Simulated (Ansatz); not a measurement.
BaTiO₃:
```
BaTiO3
1.0
    3.93514     0.00000     0.00000
    0.00000     3.93514     0.00000
    0.00000     0.00000     3.93514
Ba Ti O
1 1 3
Direct
  0.50000   0.50000   0.50000
  0.00000   0.00000   0.00000
  0.50000   0.00000   0.00000
  0.00000   0.50000   0.00000
  0.00000   0.00000   0.50000
```

Relaxed with LDA. Special points in fractions of this cell's reciprocal vectors: Γ (0.000, 0.000, 0.000); X (0.000, 0.500, 0.000); M (0.500, 0.500, 0.000); R (0.500, 0.500, 0.500).

List the band energies nearest the valence-band maximum at these points for DFT-LDA in the program Ansatz with PAW potentials.

In eV from the valence-band maximum; about four levels below and three above (degenerate sets whole), none deeper than 8.9 eV; points with the same levels are listed once.

```json
[
 {"k": "Γ", "below": "-1.21 -1.21 -1.21 -0.04 -0.04 -0.04", "above": "1.83 1.83 1.83"},
 {"k": "X", "below": "-1.89 -1.89 -0.66 -0.66", "above": "1.98 3.77 3.77"},
 {"k": "M", "below": "-1.67 -0.79 -0.79 -0.05", "above": "3.79 3.79 4.23"},
 {"k": "R", "below": "-2.30 -2.30 -2.30 0.00 0.00 0.00", "above": "4.52 4.52 4.52"}
]
```

Space group Pm-3m (cubic perovskite). This is a known high-temperature phase of the composition, computed here at zero pressure and temperature. The cell was relaxed with LDA under the symmetry of its start. At this level the phase is dynamically unstable (imaginary phonons). The run is not spin-polarised. Spin–orbit coupling is left out wherever it is not named.

Potentials: the earlier of the program's two PAW sets.
